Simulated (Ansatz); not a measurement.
Ba2LaTaO6:
Space group C2/m (No. 12); a = 10.533 Å, b = 6.094 Å, c = 6.169 Å, α = 90.00°, β = 125.16°, γ = 90.00°

```csv
atom,site,symmetry,x,y,z
Ba,4i,m,0.2479,0.0000,0.7412
La,2a,2/m,0.0000,0.0000,0.0000
Ta,2d,2/m,0.0000,0.5000,0.5000
O,8j,1,0.0393,0.2690,0.3145
O,4i,m,0.2738,0.0000,0.2023
```
(The calculation used a cell of 10 atoms; values per cell refer to that cell.)

Relaxed with r²SCAN.

### Question
Which orbitals make up the states near the band edges in plane-wave PAW r²SCAN (Ansatz code)?

### Answer
Top 1 eV of the valence band: O 2p 92 %. Bottom 1 eV of the conduction band: Ta 5d 50 %, La 5d 20 %, O 2p 10 %, La 4f 7 %, outside the projected shells 11 %. Projections are on Löwdin-orthogonalised atomic valence shells; empty p or d shells of many metals are not among them.

### Question
Tabulate the density of states.

### Answer
States/eV per cell of 10 atoms, in 0.25 eV bins, energy from the valence-band maximum.

```csv
E (eV),total,O 2p,La 4f,Ta 5d
-7.86,0.00,0.00,0.00,0.00
-7.61,0.00,0.00,0.00,0.00
-7.36,0.00,0.00,0.00,0.00
-7.11,0.00,0.00,0.00,0.00
-6.86,0.00,0.00,0.00,0.00
-6.61,0.00,0.00,0.00,0.00
-6.36,0.00,0.00,0.00,0.00
-6.11,0.00,0.00,0.00,0.00
-5.86,0.00,0.00,0.00,0.00
-5.61,0.00,0.00,0.00,0.00
-5.36,0.00,0.00,0.00,0.00
-5.11,0.00,0.00,0.00,0.00
-4.86,0.00,0.00,0.00,0.00
-4.61,0.00,0.00,0.00,0.00
-4.36,0.00,0.00,0.00,0.00
-4.11,0.00,0.00,0.00,0.00
-3.86,0.02,0.01,0.00,0.00
-3.61,6.98,4.85,0.01,0.99
-3.36,7.30,5.05,0.02,1.15
-3.11,10.45,7.25,0.05,1.85
-2.86,10.81,7.58,0.07,2.05
-2.61,12.43,8.64,0.08,2.57
-2.36,0.48,0.39,0.00,0.01
-2.11,5.21,4.39,0.03,0.08
-1.86,10.74,9.19,0.08,0.14
-1.61,6.64,5.77,0.04,0.06
-1.36,11.19,9.67,0.06,0.05
-1.11,9.32,8.23,0.08,0.04
-0.86,14.61,13.24,0.15,0.04
-0.61,12.21,11.10,0.19,0.04
-0.36,16.41,15.11,0.26,0.03
-0.11,9.20,8.65,0.07,0.01
0.14,0.00,0.00,0.00,0.00
0.39,0.00,0.00,0.00,0.00
0.64,0.00,0.00,0.00,0.00
0.89,0.00,0.00,0.00,0.00
1.14,0.00,0.00,0.00,0.00
1.39,0.00,0.00,0.00,0.00
1.64,0.00,0.00,0.00,0.00
1.89,0.00,0.00,0.00,0.00
2.14,0.00,0.00,0.00,0.00
2.39,0.00,0.00,0.00,0.00
2.64,0.00,0.00,0.00,0.00
2.89,0.00,0.00,0.00,0.00
3.14,0.00,0.00,0.00,0.00
3.39,0.00,0.00,0.00,0.00
3.64,0.00,0.00,0.00,0.00
3.89,0.00,0.00,0.00,0.00
4.14,0.28,0.01,0.00,0.14
4.39,2.42,0.15,0.04,1.22
4.64,3.91,0.35,0.17,1.96
4.89,5.45,0.63,0.49,2.71
5.14,6.69,0.93,0.77,3.49
5.39,4.57,0.76,0.41,2.45
5.64,1.52,0.22,0.11,0.60
5.89,8.55,0.19,6.03,0.13
6.14,13.82,0.99,5.04,0.27
6.39,35.21,1.61,25.33,0.51
6.64,15.22,1.17,8.61,1.18
6.89,10.46,0.97,3.26,1.06
7.14,9.35,0.90,1.16,0.89
7.39,9.93,0.64,0.66,0.69
7.64,7.63,0.39,0.57,0.35
7.89,7.70,0.39,0.45,0.35
8.14,6.76,0.29,0.33,0.24
```

The first step of the workflow began from a Materials Project structure, measured or hypothetical; the Crystallography Open Database copy checked does not list it. Its standing as an ambient phase is unchecked. The r²SCAN relaxation kept the symmetry of its start; whether a distortion lowers the energy is not shown. No spin polarisation was allowed. Scalar-relativistic: spin–orbit coupling is off unless named, which matters more the heavier the elements.

Potentials: the later of the program's two PAW sets.
